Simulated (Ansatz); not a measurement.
# BiMo in the NiAs-type structure

The computed numbers are results of PBEsol, scalar-relativistic (no spin polarisation) in the plane-wave PAW code Ansatz at 420 eV, 8×8×6 k-mesh, Gaussian smearing of 0.05 eV. The datasets are Ansatz's generated set soft_2.

```
Mo Bi
1.0
     4.52443    0.00000    0.00000
    -2.26222    3.91827    0.00000
     0.00000    0.00000    5.10284
Mo Bi
2 2
Direct
  0.00000 0.00000 0.00000
  0.00000 0.00000 0.50000
  0.33333 0.66667 0.25000
  0.66667 0.33333 0.75000
```

The start was a prototype's sites filled with these elements, not a measured cell.

Cell and atoms are those of this level's equilibrium.

Path: Γ–M–K–Γ–A–L–H–A | L–M | H–K, with Γ = (0.000, 0.000, 0.000), M = (0.500, 0.000, 0.000), K = (0.333, 0.333, 0.000), A = (0.000, 0.000, 0.500), L = (0.500, 0.000, 0.500), H = (0.333, 0.333, 0.500) in reciprocal vectors of the calculation's cell.

Problem. Is it a metal or an insulator, and if it has a gap, where are the band edges on this path?

Solution. A metal: bands cross the Fermi level.

Levels between -5 and 3 eV from the Fermi level at the path's named points:
| point | below E_F (eV) | above E_F (eV) |
| --- | --- | --- |
| Γ | -4.29 -4.09 -4.09 -3.28 -2.10 -2.10 | 0.11 0.11 0.80 0.80 2.76 2.76 2.78 |
| M | -4.98 -3.59 -3.14 -2.26 -2.17 -1.59 -1.31 -1.20 -0.86 | 0.56 1.03 1.11 2.63 2.78 |
| K | -3.97 -3.97 -2.79 -1.82 -1.82 -0.62 -0.62 | 0.31 1.11 1.94 1.94 1.97 1.97 2.73 2.73 |
| A | -2.70 -2.70 -2.70 -2.70 -1.59 -1.59 -0.59 -0.59 -0.59 -0.59 | 0.37 0.37 |
| L | -4.71 -4.71 -2.70 -2.70 -1.13 -1.13 -0.12 -0.12 -0.10 -0.10 | 0.05 0.05 2.48 2.48 |
| H | -4.37 -4.37 -3.09 -3.09 -1.64 -1.64 -0.36 -0.36 -0.20 -0.20 | 0.87 0.87 1.11 1.11 |

Scalar-relativistic only: spin–orbit splittings of the heavy atoms' levels are missing.
